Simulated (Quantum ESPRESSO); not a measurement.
## ZnAl2SiN4 (a curve over one atom's position)

A calculation, not a measurement. The program is pw.x of Quantum ESPRESSO 7.5 (plane-wave density functional theory). The cell is made up: 8 atoms on a zincblende/diamond lattice, with randomly drawn elements, strain and displacements, not relaxed. PseudoDojo standard norm-conserving files (v0.5 for PBE, v0.4.1 for LDA and PBEsol) set the functional; there is no spin polarisation, spin-orbit coupling or dispersion term, and the masses in the input are unused placeholders.

Seven runs move atom 7 (N, counted in the order of the input) along z and keep all else fixed.

Input of the run at +0.0133:

```
&control calculation='scf', pseudo_dir='./dojo.nc.sr.pbe.v0_5.standard.upf', outdir='./o', disk_io='medium', tprnfor=.true., tstress=.true. /
&system ibrav=0, nat=8, ntyp=4, nbnd=31, ecutwfc=84.00895049, nosym=.true., tot_charge=0,
 occupations='smearing', smearing='fd', degauss=0.0018374661
/
&electrons conv_thr=7.350e-09, electron_maxstep=60, /
ATOMIC_SPECIES
Al 1.0 Al.upf
N 1.0 N.upf
Si 1.0 Si.upf
Zn 1.0 Zn.upf
CELL_PARAMETERS angstrom
4.5337 0.0 0.0
0.0 4.5337 0.0
0.0 0.0 4.5337
ATOMIC_POSITIONS angstrom
Zn -0.0857 0.0024 0.03
Al -0.0057 2.3726 2.132
Si 2.2064 0.0289 2.2237
Al 2.3639 2.1857 0.0554
N 1.2523 1.1877 1.2845
N 1.0015 3.3624 3.4568
N 3.4295 1.146 3.5169
N 3.3886 3.3291 1.0436
K_POINTS automatic
4 4 4 1 1 1
```

| shift of atom 7 along z (Å) | free energy less that of the input shown (eV) | Fx on atom 7 (eV/Å) | Fy on atom 7 (eV/Å) | Fz on atom 7 (eV/Å) | pressure (GPa) | iterations |
| --- | --- | --- | --- | --- | --- | --- |
| -0.1147 | -0.4348 | -2.049 | 0.048 | -2.468 | -11.23 | 12 |
| -0.1033 | -0.4057 | -2.040 | 0.078 | -2.633 | -11.10 | 12 |
| -0.0465 | -0.2328 | -1.992 | 0.219 | -3.458 | -10.37 | 13 |
| -0.0159 | -0.1202 | -1.962 | 0.292 | -3.903 | -9.90 | 13 |
| +0.0133 | 0.0000 | -1.931 | 0.359 | -4.327 | -9.40 | 13 |
| +0.0500 | 0.1685 | -1.888 | 0.439 | -4.856 | -8.70 | 12 |
| +0.0781 | 0.3106 | -1.851 | 0.497 | -5.257 | -8.12 | 12 |

A cubic fit gives dFz/dz = -14.51 eV/Å² at zero shift. Across the table the free energy follows the integral of the force to within 0.1 meV. A rerun of one of the cells at 1437 eV and a 6 x 6 x 6 mesh moved values by no more than 0.003 eV in energy, 0.02 GPa in stress and 0.002 eV/Å in force.